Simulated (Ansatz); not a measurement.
These are results of Ansatz 0.2.0, DFT PBE, scalar-relativistic, plane waves, PAW, and for the lanthanide a 4f-in-core norm-conserving potential, not measurements. Cutoff 660 eV, Γ-centred meshes of about 0.25 Å⁻¹ or finer for metals and 0.3 Å⁻¹ for insulators (2π included), Gaussian smearing. No spin polarisation.

This relaxed Nd3Si2I cell comes from a structure search over trial cells.

```yaml
crystal:
  lattice:
    - [4.31204, 0.00000, 0.00000]
    - [-2.15602, 3.73433, 0.00000]
    - [0.00000, 0.00000, 11.23253]
  atoms:
    - { symbol: Nd, position: [0.33333, 0.66667, 0.20892] }
    - { symbol: Nd, position: [0.00000, 0.00000, 0.50000] }
    - { symbol: Nd, position: [0.66667, 0.33333, 0.79108] }
    - { symbol: Si, position: [0.33333, 0.66667, 0.65795] }
    - { symbol: Si, position: [0.66667, 0.33333, 0.34205] }
    - { symbol: I, position: [0.00000, 0.00000, 0.00000] }
```

**Question.** Is this structure dynamically stable?

**Answer.** As far as tested, yes. The phonons on a 2×2×1 q mesh of the computed 6-atom cell show no imaginary mode. (Phonon run: 12×12×4 k mesh, Gaussian smearing of 0.10 eV.) After random moves of the atoms it relaxes back. The optical modes at Γ run from 59 to 265 cm⁻¹, and the highest mode on the mesh lies at 275 cm⁻¹. Nd on a site of symmetry 3m is surrounded by 3 Si at 2.90 Å and 3 I at 3.42 Å; Nd on a site of symmetry -3m is surrounded by 6 Si at 3.06 Å; Si has 6 Nd at 2.90–3.06 Å; around I lie 6 Nd at 3.42 Å.

These runs have no spin–orbit coupling, which can matter for I. Phonons of metals hang on the k mesh and the smearing.

The lanthanide is trivalent by construction, without f bands, f moments or other valences.
